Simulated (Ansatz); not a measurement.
One crystal and one scan (energy against volume) at two levels, PBE (plane waves to 420 eV, PAW, scalar-relativistic; Ansatz, a program for electronic structure) and r2SCAN (plane waves to 500 eV, PAW, scalar-relativistic; Ansatz), each from its own relaxed cell and on its own mesh. The cell shown is that of PBE.

MnSi (FeSi type, space group P2_13)

```xyz
8
Lattice="4.5182 0.0000 0.0000 0.0000 4.5182 0.0000 0.0000 0.0000 4.5182" Properties=species:S:1:pos:R:3 pbc="T T T"
Mn     0.6164     0.6164     0.6164
Mn     2.8755     1.6427     3.9018
Mn     3.9018     2.8755     1.6427
Mn     1.6427     3.9018     2.8755
Si     3.8187     3.8187     3.8187
Si     1.5596     2.9587     0.6996
Si     0.6996     1.5596     2.9587
Si     2.9587     0.6996     1.5596
```

E(V) scan at fixed shape, V₀ the volume above. The atoms relax within the cell's symmetry.

The energy includes the smearing's −TS. MnSi was relaxed with its symmetry unable to fall. Relaxed MnSi ends ferromagnetic. The PAW data are Ansatz's earlier set. Other magnetic orders were not checked, so this need not be the ground state. (PBE) Relaxed MnSi ends ferromagnetic. (r2SCAN) Relaxed MnSi ends ferromagnetic. Percentages come from the unrounded values. Both scans cover V/V₀ from 0.940 to 1.060.

```csv
quantity,PBE,r2SCAN,PBE − r2SCAN
Lattice constant a (Å),4.518,4.560,-0.042 (-0.9 %)
Magnetic moment of the relaxed cell (μB/cell),3.90,8.10,-4.20 (-52 %)
Pressure at the smallest volume (GPa),14.4,12.9,+1.5 (+12 %)
Energy cost of the largest compression (meV/atom),30,28,+2 (+7 %)
Energy cost of the largest expansion (meV/atom),24,21,+3 (+13 %)
Bulk modulus B₀ (third-order Birch-Murnaghan fit) (GPa),205.4,181.6,+23.8 (+13 %)
Pressure derivative B₀′ (fit),4.1,5.1,-1.0 (-18 %)
Pressure for 5 % compression (fit) (GPa),11.7,10.6,+1.1 (+10 %)
```

PBE gives the higher value for: pressure at the smallest volume; energy cost of the largest expansion; bulk modulus B₀; pressure for 5 % compression. PBE gives the lower value for: lattice constant a; magnetic moment of the relaxed cell; pressure derivative B₀′. Neither level is exact: the differences show how much the result hangs on the functional.

ΔE (meV/atom), each from the relaxed starting cell of its own level:

```json
[
 {"V/V₀": "0.940", "PBE": "30", "r2SCAN": "28"},
 {"V/V₀": "0.955", "PBE": "16", "r2SCAN": "15"},
 {"V/V₀": "0.970", "PBE": "7", "r2SCAN": "7"},
 {"V/V₀": "0.985", "PBE": "2", "r2SCAN": "2"},
 {"V/V₀": "1.000", "PBE": "0", "r2SCAN": "0"},
 {"V/V₀": "1.015", "PBE": "2", "r2SCAN": "1"},
 {"V/V₀": "1.030", "PBE": "6", "r2SCAN": "6"},
 {"V/V₀": "1.045", "PBE": "14", "r2SCAN": "12"},
 {"V/V₀": "1.060", "PBE": "24", "r2SCAN": "21"}
]
```

(Under strain, the slope of the energy per volume gives the stress and its curvature an elastic modulus.)
